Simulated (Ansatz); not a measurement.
GaP:
```cif
data_Ga4P4
_chemical_formula_sum 'Ga4 P4'
_space_group_name_H-M_alt 'F-43m'
_space_group_IT_number 216
_space_group_name_Hall 'F -4 2 3'
_cell_length_a 5.39142
_cell_length_b 5.39142
_cell_length_c 5.39142
_cell_angle_alpha 90.000
_cell_angle_beta 90.000
_cell_angle_gamma 90.000
loop_
_atom_site_label
_atom_site_type_symbol
_atom_site_symmetry_multiplicity
_atom_site_Wyckoff_symbol
_atom_site_fract_x
_atom_site_fract_y
_atom_site_fract_z
_atom_site_occupancy
Ga1 Ga 4 a 0.00000 0.00000 0.00000 1
P1 P 4 c 0.25000 0.25000 0.25000 1
```
(The calculation used a cell of 2 atoms; values per cell refer to that cell.)

Relaxed with LDA.

### Question
Which orbitals make up the states near the band edges in the program Ansatz at the LDA level (PAW)?

### Answer
Top 1 eV of the valence band: P 3p 78 %, Ga 4p 19 %. Bottom 1 eV of the conduction band: Ga 4p 33 %, Ga 4s 20 %, P 3p 19 %, P 3s 16 %, outside the projected shells 11 %. Projections are on Löwdin-orthogonalised atomic valence shells; empty p or d shells of many metals are not among them.

### Question
Tabulate the density of states.

### Answer
States/eV per cell of 2 atoms, in 0.25 eV bins, energy from the valence-band maximum.

| E (eV) | total | P 3p | Ga 4p | Ga 4s |
|---|---|---|---|---|
| -7.85 | 0.00 | 0.00 | 0.00 | 0.00 |
| -7.60 | 0.00 | 0.00 | 0.00 | 0.00 |
| -7.35 | 0.00 | 0.00 | 0.00 | 0.00 |
| -7.10 | 0.00 | 0.00 | 0.00 | 0.00 |
| -6.85 | 0.69 | 0.32 | 0.04 | 0.31 |
| -6.60 | 2.12 | 0.96 | 0.21 | 0.82 |
| -6.35 | 1.04 | 0.47 | 0.12 | 0.36 |
| -6.10 | 0.71 | 0.32 | 0.08 | 0.23 |
| -5.85 | 0.54 | 0.24 | 0.06 | 0.16 |
| -5.60 | 0.45 | 0.20 | 0.05 | 0.13 |
| -5.35 | 0.36 | 0.17 | 0.04 | 0.10 |
| -5.10 | 0.31 | 0.14 | 0.04 | 0.08 |
| -4.85 | 0.27 | 0.13 | 0.03 | 0.07 |
| -4.60 | 0.23 | 0.11 | 0.03 | 0.05 |
| -4.35 | 0.20 | 0.10 | 0.02 | 0.04 |
| -4.10 | 0.74 | 0.42 | 0.23 | 0.05 |
| -3.85 | 1.22 | 0.72 | 0.39 | 0.06 |
| -3.60 | 1.03 | 0.61 | 0.32 | 0.06 |
| -3.35 | 1.03 | 0.61 | 0.31 | 0.06 |
| -3.10 | 1.14 | 0.69 | 0.34 | 0.06 |
| -2.85 | 1.42 | 0.90 | 0.43 | 0.05 |
| -2.60 | 1.50 | 0.96 | 0.44 | 0.05 |
| -2.35 | 1.44 | 0.94 | 0.41 | 0.04 |
| -2.10 | 1.37 | 0.92 | 0.38 | 0.03 |
| -1.85 | 1.34 | 0.91 | 0.36 | 0.03 |
| -1.60 | 1.30 | 0.91 | 0.34 | 0.02 |
| -1.35 | 1.26 | 0.91 | 0.31 | 0.02 |
| -1.10 | 0.92 | 0.68 | 0.21 | 0.01 |
| -0.85 | 0.60 | 0.45 | 0.12 | 0.01 |
| -0.60 | 0.42 | 0.33 | 0.08 | 0.00 |
| -0.35 | 0.26 | 0.21 | 0.04 | 0.00 |
| -0.10 | 0.08 | 0.07 | 0.01 | 0.00 |
| 0.15 | 0.00 | 0.00 | 0.00 | 0.00 |
| 0.40 | 0.00 | 0.00 | 0.00 | 0.00 |
| 0.65 | 0.00 | 0.00 | 0.00 | 0.00 |
| 0.90 | 0.00 | 0.00 | 0.00 | 0.00 |
| 1.15 | 0.00 | 0.00 | 0.00 | 0.00 |
| 1.40 | 0.03 | 0.00 | 0.01 | 0.00 |
| 1.65 | 0.21 | 0.03 | 0.09 | 0.03 |
| 1.90 | 0.48 | 0.09 | 0.17 | 0.09 |
| 2.15 | 0.79 | 0.16 | 0.24 | 0.17 |
| 2.40 | 1.11 | 0.24 | 0.33 | 0.25 |
| 2.65 | 1.70 | 0.40 | 0.49 | 0.39 |
| 2.90 | 1.84 | 0.48 | 0.50 | 0.43 |
| 3.15 | 1.27 | 0.36 | 0.34 | 0.27 |
| 3.40 | 0.94 | 0.29 | 0.24 | 0.18 |
| 3.65 | 0.87 | 0.23 | 0.28 | 0.12 |
| 3.90 | 0.90 | 0.19 | 0.35 | 0.10 |
| 4.15 | 0.96 | 0.19 | 0.44 | 0.09 |
| 4.40 | 2.29 | 0.47 | 1.13 | 0.13 |
| 4.65 | 1.61 | 0.38 | 0.74 | 0.12 |
| 4.90 | 1.28 | 0.32 | 0.58 | 0.09 |
| 5.15 | 1.10 | 0.27 | 0.52 | 0.06 |
| 5.40 | 1.52 | 0.36 | 0.66 | 0.09 |
| 5.65 | 1.37 | 0.31 | 0.57 | 0.07 |
| 5.90 | 1.20 | 0.26 | 0.50 | 0.06 |
| 6.15 | 1.37 | 0.30 | 0.56 | 0.07 |

Symmetry was held in the LDA relaxation. Spin–orbit coupling is left out wherever it is not named.

Potentials: the earlier of the program's two PAW sets. The files were generated under PBE; for other functionals the program regenerates the frozen cores, and for LDA and PBEsol the local potential too.
